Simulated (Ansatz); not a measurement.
Steps from a short run of molecular dynamics on a 2×2×2 supercell (16 atoms) of BP (zincblende), relaxed with r2SCAN; forces from r2SCAN in Ansatz, 4×4×4 mesh, Fermi-Dirac smearing of 0.020 eV, constant energy and volume (NVE), started at 200 K. Classical nuclei, no spin polarisation; a few dozen steps show the first response, not equilibrium.

Cell vectors in Å:
```
0.0000 4.5366 4.5366
4.5366 0.0000 4.5366
4.5366 4.5366 0.0000
```

Question: At 8 fs the positions in Å are
```
B    0.069   0.019   0.030
P    1.143   1.163   1.146
B    2.260   2.258   0.027
P    3.433   3.394   1.093
B    2.248   0.010   2.287
P    3.379   1.138   3.435
B    4.515   2.243   2.283
P    5.681   3.384   3.392
B   -0.025   2.302   2.263
P    1.132   3.408   3.404
B    2.268   4.540   2.289
P    3.390   5.652   3.393
B    2.238   2.300   4.532
P    3.396   3.389   5.642
B    4.526   4.521   4.531
P    5.683   5.674   5.681
```
What are the forces, and how far does the free energy (smearing included) lie above that of step 0, with the atoms on their sites?

Answer: 11.5 meV an atom; forces in eV/Å:
```
B   -1.091  -0.068  -0.534
P   -0.093  -0.155   0.614
B    0.451   0.227  -0.817
P   -0.271   0.233   1.121
B    0.483  -0.208  -0.306
P    0.445  -0.211  -0.212
B    0.231   0.260  -0.267
P   -0.508   0.059   0.317
B    0.140  -0.572   0.132
P   -0.127   0.302  -0.263
B    0.246  -0.385  -0.820
P    0.263   0.455   0.390
B    0.286  -0.668   0.171
P   -0.303   0.810   0.620
B    0.463   0.190  -0.087
P   -0.615  -0.270  -0.057
```

Question: At 24 fs positions (Å), velocities (Å/fs) and forces (eV/Å) are
```
B   0.0415  0.0521  0.0146   -0.0058  0.0021 -0.0023    0.1181 -0.0110  0.1752
P   1.1566  1.2054  1.1949    0.0007  0.0013  0.0028   -0.0332 -0.7111 -0.7080
B   2.3029  2.2663 -0.0292    0.0031  0.0010 -0.0048   -0.2834 -0.0743  0.4474
P   3.4731  3.3908  1.0779    0.0012  0.0001  0.0016   -0.6062 -0.0107  0.5969
B   2.2761 -0.0011  2.2802    0.0029 -0.0015 -0.0015   -0.1988  0.0433  0.0551
P   3.3610  1.1338  3.4772    0.0004 -0.0008  0.0005    0.5090 -0.0679 -1.1346
B   4.5113  2.2332  2.2783    0.0012  0.0007 -0.0006    0.0993  0.0391  0.1591
P   5.6748  3.3572  3.3861   -0.0011 -0.0007 -0.0001    0.0482  0.5528 -0.0658
B  -0.0490  2.2889  2.2756    0.0000 -0.0023  0.0015    0.1911  0.1979  0.0196
P   1.1200  3.4320  3.3913   -0.0009  0.0016 -0.0015    0.0398 -0.2400 -0.1565
B   2.3006  4.4929  2.2146    0.0025 -0.0038 -0.0064   -0.1659  0.2044  0.3948
P   3.3851  5.6388  3.3919    0.0009 -0.0002  0.0001    0.5194 -0.0103 -0.2577
B   2.2174  2.2692  4.5486   -0.0003 -0.0033  0.0015   -0.0091  0.2898 -0.0570
P   3.3716  3.4094  5.6250   -0.0013  0.0028  0.0010    0.3945  0.1913  0.7102
B   4.5649  4.5201  4.5112    0.0028  0.0009 -0.0007   -0.3371  0.0326  0.1763
P   5.6708  5.6611  5.6939   -0.0022 -0.0019  0.0002   -0.2856 -0.4258 -0.3550
```
Where are the atoms one step (2 fs) later, and what forces do they feel?

Answer:
```
B   0.0301  0.0564  0.0103    0.4004 -0.0760  0.3053
P   1.1579  1.2076  1.2002   -0.0304 -0.7481 -0.9106
B   2.3087  2.2681 -0.0380   -0.3882 -0.1080  0.6521
P   3.4751  3.3910  1.0816   -0.5958 -0.0765  0.3672
B   2.2815 -0.0040  2.2772   -0.3368  0.1251  0.1463
P   3.3622  1.1323  3.4775    0.4074  0.0269 -1.1847
B   4.5139  2.2347  2.2774    0.0522 -0.0256  0.2086
P   5.6727  3.3561  3.3859    0.1798  0.5866 -0.1016
B  -0.0488  2.2846  2.2786    0.1818  0.3408 -0.0264
P   1.1183  3.4349  3.3882    0.0765 -0.3226 -0.0689
B   2.3054  4.4856  2.2025   -0.2819  0.3437  0.6461
P   3.3873  5.6384  3.3919    0.4892 -0.0946 -0.3550
B   2.2168  2.2630  4.5514   -0.0413  0.4503 -0.1038
P   3.3692  3.4152  5.6274    0.4915 -0.0361  0.6077
B   4.5700  4.5219  4.5101   -0.4747 -0.0199  0.1934
P   5.6663  5.6570  5.6940   -0.1298 -0.3660 -0.3756
```
The temperature goes from 88.5 to 73.2 K.

Question: At 28 fs the positions in Å are
```
B    0.020   0.060   0.007
P    1.159   1.209   1.204
B    2.313   2.270  -0.045
P    3.476   3.391   1.086
B    2.286  -0.006   2.275
P    3.364   1.131   3.476
B    4.517   2.236   2.277
P    5.671   3.356   3.386
B   -0.048   2.282   2.282
P    1.117   3.437   3.385
B    2.309   4.480   2.193
P    3.390   5.638   3.391
B    2.216   2.258   4.554
P    3.367   3.421   5.631
B    4.573   4.524   4.510
P    5.662   5.652   5.694
```
What are the forces, and how far does the free energy (smearing included) lie above that of step 0, with the atoms on their sites?

Answer: 17.6 meV an atom; forces in eV/Å:
```
B    0.639  -0.154   0.407
P   -0.038  -0.763  -1.070
B   -0.459  -0.135   0.799
P   -0.573  -0.135   0.153
B   -0.451   0.203   0.228
P    0.295   0.131  -1.188
B    0.008  -0.085   0.232
P    0.294   0.602  -0.109
B    0.172   0.448  -0.076
P    0.111  -0.385   0.032
B   -0.387   0.466   0.854
P    0.435  -0.145  -0.418
B   -0.055   0.564  -0.146
P    0.561  -0.257   0.494
B   -0.581  -0.075   0.193
P    0.028  -0.280  -0.384
```

Question: At 32 fs positions (Å), velocities (Å/fs) and forces (eV/Å) are
```
B   0.0076  0.0663  0.0054   -0.0016  0.0010  0.0004    0.9038 -0.2980  0.4874
P   1.1615  1.2086  1.2083    0.0005 -0.0005  0.0003   -0.0875 -0.7232 -1.2391
B   2.3169  2.2709 -0.0488    0.0001  0.0000  0.0005   -0.4823 -0.1762  0.8822
P   3.4767  3.3907  1.0942   -0.0002 -0.0002  0.0021   -0.5188 -0.1989 -0.1556
B   2.2888 -0.0090  2.2726   -0.0002 -0.0001  0.0000   -0.5640  0.3135  0.3270
P   3.3682  1.1282  3.4698    0.0012 -0.0004 -0.0023    0.0836  0.3240 -1.0239
B   4.5219  2.2377  2.2795    0.0013  0.0001  0.0009   -0.0603 -0.1693  0.1884
P   5.6683  3.3571  3.3846   -0.0004  0.0007 -0.0003    0.4397  0.5696 -0.0305
B  -0.0443  2.2804  2.2864    0.0012  0.0006  0.0009    0.1473  0.5230 -0.1790
P   1.1140  3.4411  3.3788   -0.0006  0.0006 -0.0014    0.1781 -0.4384  0.2651
B   2.3122  4.4730  2.1827   -0.0001 -0.0006 -0.0006   -0.5005  0.6109  1.0671
P   3.3970  5.6362  3.3891    0.0019 -0.0005 -0.0009    0.2514 -0.1192 -0.4205
B   2.2139  2.2556  4.5571   -0.0006  0.0004  0.0005   -0.0278  0.6249 -0.2125
P   3.3661  3.4312  5.6386    0.0000  0.0022  0.0022    0.5901 -0.6255  0.2697
B   4.5736  4.5263  4.5108   -0.0011  0.0004  0.0006   -0.6640 -0.1793  0.1414
P   5.6525  5.6424  5.6917   -0.0021 -0.0026 -0.0007    0.3112 -0.0379 -0.3673
```
Where are the atoms one step (2 fs) later, and what forces do they feel?

Answer:
```
B   0.0061  0.0679  0.0071    0.9060 -0.3426  0.4521
P   1.1625  1.2071  1.2080   -0.1279 -0.6690 -1.2435
B   2.3162  2.2707 -0.0462   -0.4353 -0.1885  0.8154
P   3.4760  3.3901  1.0983   -0.4996 -0.1947 -0.2258
B   2.2875 -0.0087  2.2732   -0.5497  0.3315  0.3320
P   3.3705  1.1275  3.4645    0.0075  0.3926 -0.8526
B   4.5243  2.2377  2.2817   -0.0801 -0.1865  0.1246
P   5.6678  3.3589  3.3839    0.4617  0.5206  0.0493
B  -0.0416  2.2827  2.2879    0.1298  0.4828 -0.2278
P   1.1129  3.4421  3.3761    0.2103 -0.4302  0.3917
B   2.3112  4.4729  2.1833   -0.4885  0.6178  1.0521
P   3.4011  5.6352  3.3870    0.1274 -0.0421 -0.3629
B   2.2127  2.2575  4.5576    0.0085  0.5708 -0.2311
P   3.3665  3.4353  5.6432    0.5403 -0.7507  0.1746
B   4.5702  4.5267  4.5122   -0.6324 -0.2209  0.0970
P   5.6485  5.6373  5.6900    0.4221  0.1091 -0.3451
```
The temperature goes from 38.2 to 44.5 K.

Question: At 48 fs the positions in Å are
```
B    0.052   0.044   0.039
P    1.162   1.179   1.170
B    2.289   2.254   0.017
P    3.454   3.383   1.122
B    2.244   0.019   2.299
P    3.386   1.137   3.415
B    4.535   2.225   2.291
P    5.677   3.383   3.389
B   -0.015   2.321   2.271
P    1.115   3.437   3.379
B    2.274   4.518   2.259
P    3.425   5.635   3.368
B    2.215   2.300   4.541
P    3.379   3.436   5.677
B    4.508   4.507   4.522
P    5.638   5.615   5.668
```
What are the forces, and how far does the free energy (smearing included) lie above that of step 0, with the atoms on their sites?

Answer: 11.4 meV an atom; forces in eV/Å:
```
B   -0.668  -0.230  -0.496
P   -0.385  -0.066  -0.163
B    0.357   0.150  -0.639
P   -0.382   0.232   0.287
B    0.376  -0.094  -0.210
P    0.028   0.218   0.797
B    0.091   0.215  -0.427
P   -0.134  -0.280   0.606
B   -0.015  -0.532  -0.152
P    0.298  -0.095   0.791
B    0.243  -0.106  -0.466
P   -0.559   0.782   0.464
B    0.328  -0.516   0.042
P   -0.498  -0.514  -0.154
B    0.445   0.008  -0.135
P    0.476   0.826  -0.144
```

Question: At 56 fs the positions in Å are
```
B    0.050   0.011   0.033
P    1.152   1.158   1.138
B    2.289   2.250   0.024
P    3.430   3.383   1.140
B    2.235   0.034   2.305
P    3.395   1.150   3.401
B    4.545   2.228   2.270
P    5.682   3.393   3.405
B    0.000   2.316   2.248
P    1.124   3.430   3.400
B    2.261   4.546   2.288
P    3.426   5.653   3.366
B    2.237   2.300   4.530
P    3.378   3.420   5.693
B    4.492   4.492   4.520
P    5.646   5.622   5.651
```
What are the forces, and how far does the free energy (smearing included) lie above that of step 0, with the atoms on their sites?

Answer: 11.0 meV an atom; forces in eV/Å:
```
B   -1.029   0.081  -0.433
P   -0.243   0.046   0.285
B    0.304   0.273  -0.747
P   -0.152   0.358   0.236
B    0.484  -0.302  -0.321
P    0.168  -0.112   0.795
B    0.129   0.376  -0.144
P   -0.314  -0.476   0.224
B    0.026  -0.575   0.250
P    0.186  -0.146   0.162
B    0.261  -0.385  -0.804
P   -0.375   0.604   0.579
B    0.209  -0.598   0.262
P   -0.530  -0.072  -0.337
B    0.600   0.316   0.007
P    0.276   0.610  -0.014
```
